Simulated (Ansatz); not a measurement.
LaH3:
```yaml
crystal:
  lattice:
    - [0.00000, 2.78648, 2.78648]
    - [2.78648, 0.00000, 2.78648]
    - [2.78648, 2.78648, 0.00000]
  atoms:
    - { symbol: La, position: [0.00000, 0.00000, 0.00000] }
    - { symbol: H, position: [0.50000, 0.50000, 0.50000] }
    - { symbol: H, position: [0.75000, 0.75000, 0.75000] }
    - { symbol: H, position: [0.25000, 0.25000, 0.25000] }
```

Relaxed with r²SCAN. Special points in fractions of this cell's reciprocal vectors: Γ (0.000, 0.000, 0.000); X (0.500, 0.000, 0.500); U (0.625, 0.250, 0.625); K (0.375, 0.375, 0.750); L (0.500, 0.500, 0.500); W (0.500, 0.250, 0.750).

Question: List the band energies nearest the valence-band maximum at these points for the program Ansatz at the r²SCAN level (PAW).

Answer: In eV from the valence-band maximum; about four levels below and three above (degenerate sets whole), none deeper than 8.9 eV; points with the same levels are listed once.

```csv
k,below,above
Γ,-8.58 -3.59 0.00,0.28 0.28 0.28
X,-6.20 -5.87 -3.65,1.34 1.34 1.47
U,-5.66 -5.28 -4.32,1.08 1.20 1.38
L,-6.58 -4.59 -2.64,0.15 0.15 1.35 1.35
W,-5.21 -4.98 -4.98,0.49 1.39 1.39
```

Space group Fm-3m. The workflow started from a Materials Project entry (that database holds measured and hypothetical structures alike); the Crystallography Open Database copy checked does not list it. Whether it is the stable phase at ambient conditions was not checked. The cell was relaxed with r²SCAN under the symmetry of its start; its stability against distortions is not shown here. Scalar-relativistic: spin–orbit coupling is off unless named, which matters more the heavier the elements.

Potentials: the later of the program's two PAW sets.
